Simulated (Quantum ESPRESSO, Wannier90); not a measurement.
**Wannier functions of SnS$_{2}$ (I-42d)**

```
begin unit_cell_cart
ang
    5.9265000000    0.0000000000    0.0000000000
    0.0000000000    5.9265000000    0.0000000000
   -2.9632500000   -2.9632500000    4.9111200000
end unit_cell_cart
begin atoms_frac
Sn   0.2500000000 -0.2500000000  0.5000000000
Sn   0.0000000000  0.0000000000  0.0000000000
S   -0.1197400000 -0.1250000000  0.2500000000
S   -0.3750000000  0.1197400000 -0.2500000000
S    0.3697400000  0.3750000000  0.2500000000
S    0.1250000000 -0.3697400000 -0.2500000000
end atoms_frac
```

Cell from Materials Project (mp-1002063), symmetrised, no further relaxation. Not found in the COD (Crystallography Open Database) copy used, which has the formula in other groups; not checked further. Level: LDA, no spin polarisation, no spin-orbit coupling; pw.x of Quantum ESPRESSO at 58 Ry with PseudoDojo potentials, 4×4×4 k-points, Wannier90. Density: 6×6×6 mesh, cold smearing 0.01 Ry. Spin-orbit coupling is left out although heavy elements are present.

A tight-binding model is made by disentanglement and projection with no localisation steps (num_iter = 0), so the 24 orbitals stay atom-like: hydrogen-like Sn: s;p; S: s;p, axes along x, y, z; frozen window up to 3.23 eV relative to the valence-band maximum. It follows pw.x to 1.6 meV rms for states up to 2.7 eV relative to the valence-band maximum. Matrix elements depend on this choice of orbitals and windows.

**Question.** Which pairs of orbitals on different sites are coupled most strongly? Give distance, modulus and how many such pairs a cell has.

**Answer.** 
```csv
orbital,orbital,distance of the centres (Å),modulus (eV),pairs
S py,Sn s,2.42,1.50,4
S px,Sn s,2.42,1.50,4
S s,Sn px,2.41,1.45,4
S s,Sn py,2.41,1.45,4
S s,Sn s,2.40,1.41,8
S py,Sn px,2.43,1.41,8
S px,Sn py,2.43,1.41,8
S s,Sn px,2.39,1.40,4
S s,Sn py,2.39,1.40,4
S px,Sn s,2.43,1.39,4
S py,Sn s,2.43,1.39,4
S pz,Sn py,2.40,1.30,4
S pz,Sn px,2.40,1.30,4
S px,Sn pz,2.42,1.25,4
S py,Sn pz,2.42,1.25,4
S pz,Sn py,2.43,1.23,4
S pz,Sn px,2.43,1.23,4
S pz,Sn s,2.42,1.21,8
S py,Sn pz,2.43,1.12,4
S px,Sn pz,2.43,1.12,4
S s,Sn pz,2.40,1.12,8
Sn py,Sn py,3.88,0.42,2
Sn px,Sn px,3.88,0.42,2
S py,Sn py,2.41,0.40,4
S px,Sn px,2.41,0.40,4
Sn py,Sn py,3.81,0.33,2
Sn px,Sn px,3.81,0.33,2
Sn pz,Sn pz,3.85,0.30,4
S py,Sn py,2.44,0.23,4
S px,Sn px,2.44,0.23,4
```
